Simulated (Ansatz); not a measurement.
Density of states of a Ag₃Ge₅Se₈ cell (elements on a rock salt lattice, relaxed), per eV and atom, broadened by Gaussian smearing of width 0.1 eV and averaged over bins of 0.3 eV, from 8 eV under the Fermi level at most up to where the solved bands end.

Method: DFT PBE, scalar-relativistic, plane waves, PAW in Ansatz.

Settings: cutoff 420 eV, Γ-centred mesh 5×5×5 on the computed 16-atom cell, Gaussian smearing of 0.10 eV; no spin polarisation.

```
CELL_PARAMETERS angstrom
-5.50069 5.68695 -0.02992
-5.58868 -0.11791 5.60003
0.02199 5.67902 5.50411
ATOMIC_POSITIONS crystal
Ge 0.98452 0.02829 0.98419
Ge 0.98905 0.52232 0.98506
Ge 0.48238 0.02913 0.48551
Ge 0.99693 0.50472 0.49741
Ge 0.48387 0.52196 0.49032
Se 0.76526 0.73491 0.76049
Se 0.25507 0.73348 0.75289
Se 0.76310 0.24210 0.75851
Se 0.75970 0.73056 0.25772
Se 0.25251 0.23900 0.75082
Se 0.26052 0.73536 0.26511
Se 0.75470 0.23391 0.25265
Se 0.25826 0.24239 0.26304
Ag 0.49475 0.00690 0.99510
Ag 0.99654 0.00440 0.49665
Ag 0.49659 0.50454 0.99682
```

| E − E_F (eV) | total | Se 4p | Ag 4d | Ge 4p | Ge 4s |
| --- | --- | --- | --- | --- | --- |
| -7.90 | 0.439 | 0.120 | 0.005 | 0.007 | 0.271 |
| -7.60 | 0.342 | 0.086 | 0.004 | 0.006 | 0.209 |
| -7.30 | 0.214 | 0.052 | 0.003 | 0.003 | 0.125 |
| -7.00 | 0.139 | 0.035 | 0.002 | 0.003 | 0.076 |
| -6.70 | 0.081 | 0.020 | 0.001 | 0.002 | 0.043 |
| -6.40 | 0.044 | 0.011 | 0.000 | 0.002 | 0.023 |
| -6.10 | 0.002 | 0.001 | 0.000 | 0.000 | 0.001 |
| -5.80 | 0.000 | 0.000 | 0.000 | 0.000 | 0.000 |
| -5.50 | 0.046 | 0.027 | 0.002 | 0.015 | 0.000 |
| -5.20 | 0.438 | 0.235 | 0.073 | 0.091 | 0.003 |
| -4.90 | 0.977 | 0.458 | 0.278 | 0.164 | 0.021 |
| -4.60 | 1.118 | 0.406 | 0.553 | 0.112 | 0.013 |
| -4.30 | 1.156 | 0.377 | 0.633 | 0.106 | 0.013 |
| -4.00 | 1.355 | 0.321 | 0.893 | 0.084 | 0.024 |
| -3.70 | 1.913 | 0.280 | 1.493 | 0.074 | 0.029 |
| -3.40 | 1.184 | 0.268 | 0.781 | 0.092 | 0.010 |
| -3.10 | 1.036 | 0.388 | 0.459 | 0.134 | 0.011 |
| -2.80 | 0.849 | 0.431 | 0.228 | 0.138 | 0.012 |
| -2.50 | 0.916 | 0.533 | 0.171 | 0.148 | 0.014 |
| -2.20 | 0.627 | 0.408 | 0.079 | 0.096 | 0.014 |
| -1.90 | 0.760 | 0.512 | 0.084 | 0.102 | 0.025 |
| -1.60 | 0.551 | 0.391 | 0.063 | 0.054 | 0.018 |
| -1.30 | 0.573 | 0.378 | 0.060 | 0.074 | 0.034 |
| -1.00 | 0.622 | 0.395 | 0.074 | 0.078 | 0.043 |
| -0.70 | 0.546 | 0.344 | 0.055 | 0.068 | 0.052 |
| -0.40 | 0.527 | 0.328 | 0.059 | 0.058 | 0.052 |
| -0.10 | 0.497 | 0.298 | 0.046 | 0.063 | 0.065 |
| 0.20 | 0.377 | 0.233 | 0.042 | 0.037 | 0.048 |
| 0.50 | 0.172 | 0.111 | 0.023 | 0.013 | 0.019 |
| 0.80 | 0.008 | 0.003 | 0.000 | 0.003 | 0.001 |
| 1.10 | 0.027 | 0.004 | 0.000 | 0.014 | 0.001 |

The columns after the total are the largest Löwdin projections on the valence shells of the potentials, so they needn't add up, and the weight of a shell that a potential lacks goes to other orbitals. The cell has no gap on the mesh.

Spin polarisation was left out, and a magnetic state may lie lower.

Cost: 2 runs of about 10 core-minutes in all (earlier runs that led there not counted), on AMD EPYC 9R45 (Zen 5) (shared hosts).